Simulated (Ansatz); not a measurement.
ZrRh3:
```
ZrRh3
1.0
    3.92904     0.00000     0.00000
    0.00000     3.92904     0.00000
    0.00000     0.00000     3.92904
Rh Zr
3 1
Direct
  0.00000   0.50000   0.50000
  0.50000   0.00000   0.50000
  0.50000   0.50000   0.00000
  0.00000   0.00000   0.00000
```

Relaxed with r²SCAN.

Give the Bader charges and basin volumes of the independent atoms, r²SCAN in the plane-wave PAW code Ansatz.



```tsv
atom	Bader charge (e)	Bader volume (Å³)
Rh1	-0.59	16.3
Zr4	+1.76	11.7
```

Space group Pm-3m (Cu3Au type). The workflow started from an entry of the Crystallography Open Database (COD). Whether it is the stable phase at ambient conditions was not checked. The r²SCAN relaxation kept the symmetry of its start; its stability against distortions is not shown here. The run is not spin-polarised.

Potentials: the later of the program's two PAW sets.
